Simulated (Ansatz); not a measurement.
Name crystals whose computed values (PBE (plane waves, PAW; program Ansatz)) fall in these windows: gap (eV) 0.28 to 0.35; electron conductivity mass (mₑ) 0.071 to 0.087; B₀ by P(V) fit (GPa) 65 to 87.



```json
[
 {"crystal": "CdO, Pm-3n (Cd on 6c, O on 6d)", "gap (eV)": "0.31", "electron conductivity mass (mₑ)": "0.081", "B₀ by P(V) fit (GPa)": "74.7"}
]
```
Others may fit too.

Typed or built starts, not in the databases checked: CdO, Pm-3n (Cd on 6c, O on 6d). Not the usual ambient phase: CdO, Pm-3n (Cd on 6c, O on 6d). The cell was relaxed under the symmetry of its start. Spin–orbit coupling is left out wherever it is not named.

Potentials: the earlier of the program's two PAW sets.
